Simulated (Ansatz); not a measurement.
Mg2Sn (cubic Laves, MgCu2 type)

```xyz
6
Lattice="0.0000 4.0686 4.0686 4.0686 0.0000 4.0686 4.0686 4.0686 0.0000" Properties=species:S:1:pos:R:3 pbc="T T T"
Sn     0.0000     0.0000     0.0000
Sn     2.0343     2.0343     2.0343
Mg     5.0858     5.0858     5.0858
Mg     5.0858     3.0515     3.0515
Mg     3.0515     3.0515     5.0858
Mg     3.0515     5.0858     3.0515
```

The slice is a {100} plane (indices of the conventional cell) through the point (0.125, 0.625, 0.625) (fractional), spanned by u = [100] and v = [0 1 -1] in vectors of this cell: u (5.75 Å) and v (5.75 Å, at 90° to u). It covers one period; positions are fractions (u, v).

Level of theory: LDA (plane waves to 420 eV, PAW, scalar-relativistic; Ansatz, a quantum-chemistry and plane-wave program). k mesh 10×10×10. Near the nuclei the fields are pseudised (PAW); where an atom keeps semicore shells as valence, they peak there. Mg2Sn was relaxed with its symmetry unable to fall. The relaxed cell of Mg2Sn is 74 % larger than its starting cell; the method has no dispersion term. This is one of several known forms of Mg2Sn; the measured ambient cells at hand have space group No. 225.

Q: What is the ELF at the midpoint of the shortest Mg–Mg line in this plane (2.88 Å)?

A: 0.60.

Q: What is the valence density on the shortest Mg–Mg line in this plane (2.88 Å), at its midpoint?

A: 0.13 e/Å³.

Q: Predict the map of the electrostatic potential energy of an electron, from the cell's mean on the slice.

A: 
| v \ u | 0.00 | 0.12 | 0.25 | 0.38 | 0.50 | 0.62 | 0.75 | 0.88 |
|---|---|---|---|---|---|---|---|---|
| 0.88 | x | -1.5 | 4.5 | -1.5 | x | -1.5 | 4.5 | -1.5 |
| 0.75 | 4.6 | 5.3 | 5.8 | 5.3 | 4.6 | 5.3 | 5.8 | 5.3 |
| 0.62 | 6.2 | 3.9 | 0.6 | 3.9 | 6.2 | 3.9 | 0.6 | 3.9 |
| 0.50 | 5.5 | 0.7 | <-2.0 | 0.6 | 5.5 | 0.6 | <-2.0 | 0.7 |
| 0.38 | 6.2 | 3.9 | 0.6 | 3.9 | 6.2 | 3.9 | 0.6 | 3.9 |
| 0.25 | 4.6 | 5.3 | 5.8 | 5.3 | 4.6 | 5.3 | 5.8 | 5.3 |
| 0.12 | x | -1.5 | 4.5 | -1.5 | x | -1.5 | 4.5 | -1.5 |
| 0.00 | x | x | 2.6 | x | x | x | 2.6 | x |

Values: electrostatic potential energy of an electron, from the cell's mean, in eV. Points within 1 Å of a nucleus are blanked (x), as the pseudised field means little there. Values under -2 eV are set to -2. The zero, the cell's mean, hangs on the PAW cores.
